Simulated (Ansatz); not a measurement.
**Two states of LuV2O3**

```xyz
6
Lattice="2.7988 4.8476 0.0000 -2.7988 4.8476 0.0000 0.0000 0.0000 3.7640" Properties=species:S:1:pos:R:3 pbc="T T T"
V    -0.0003    3.2319    1.8820
V    -0.0003    6.4634    1.8820
Lu    0.0000    0.0000    0.0000
O     0.0000    4.8476    0.0000
O     1.3994    2.4238    0.0000
O    -1.3994    2.4238    0.0000
```

Single point in Ansatz 0.2.0 with r2SCAN. Cutoff 500 eV, PAW datasets, 5×5×6 Γ-centred k mesh, fermi-dirac filling (width 0.0562 eV).

State A: V1 down, V2 down (collinear spin). State B: V1 up, V2 down (collinear spin).

Question: Which state is lower, and how do they differ?

Answer: State B is lower by 70.9 meV an atom at zero smearing; in free energy at this smearing B lies -69.4 meV an atom from A.

| state | free energy (meV/atom) | largest moment in a small sphere (μB) | net moment (μB/cell) | gap on mesh (eV) | pressure (GPa) | largest force (eV/Å) |
| --- | --- | --- | --- | --- | --- | --- |
| A | 69.4 | 2.37 | 5.34 | metal | -30.1 | 0.00 |
| B | 0.0 | 2.31 | 0.00 | metal | -31.9 | 0.00 |

Origin: a known structure type with other elements, at an estimated volume, so it need not be a known compound. Caveats: semilocal functionals often miss the gap of such magnets; atoms or cell far from equilibrium.
